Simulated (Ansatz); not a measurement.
GaSb:
```xyz
4
Lattice="4.3055 0.0000 0.0000 -2.1527 3.7287 0.0000 0.0000 0.0000 7.0997" Properties=species:S:1:pos:R:3 pbc="T T T"
Ga     2.1527     1.2429     3.5531
Ga     0.0000     2.4858     0.0033
Sb     2.1527     1.2429     6.2082
Sb     0.0000     2.4858     2.6584
```

Relaxed with PBEsol. Special points in fractions of this cell's reciprocal vectors: Γ (0.000, 0.000, 0.000); M (0.500, 0.000, 0.000); K (0.333, 0.333, 0.000); A (0.000, 0.000, 0.500); L (0.500, 0.000, 0.500); H (0.333, 0.333, 0.500).

List the band energies nearest the Fermi level at these points for DFT-PBEsol in the program Ansatz with PAW potentials.

In eV from the Fermi level; about four levels below and three above (degenerate sets whole), none deeper than 8.9 eV; points with the same levels are listed once.

```tsv
k	below	above
Γ	-0.24 -0.02 -0.02 -0.01	0.07 2.49 2.49
M	-3.98 -2.69 -2.42 -1.28	0.70 1.58 3.26
K	-4.33 -3.02 -3.02 -2.79	1.61 3.92 3.92
A	-0.78 -0.78 -0.78 -0.78	0.73 0.73 3.34 3.34 3.34 3.34
L	-2.23 -2.23 -2.11 -2.11	0.65 0.65 2.17 2.17
H	-3.71 -3.71 -1.79 -1.79	1.31 1.31 3.89 3.89
```

Space group P6_3mc (wurtzite). The first step of the workflow began from a Materials Project structure, measured or hypothetical; the Crystallography Open Database copy checked does not list it. It is not the phase usual at ambient conditions (space group No. 216). The PBEsol relaxation kept the symmetry of its start; of distortions, only those at the zone centre were tested. The Fermi level of a semimetal is unsure by some 0.05 eV on such meshes. Spin–orbit coupling is left out wherever it is not named.

Potentials: the later of the program's two PAW sets.
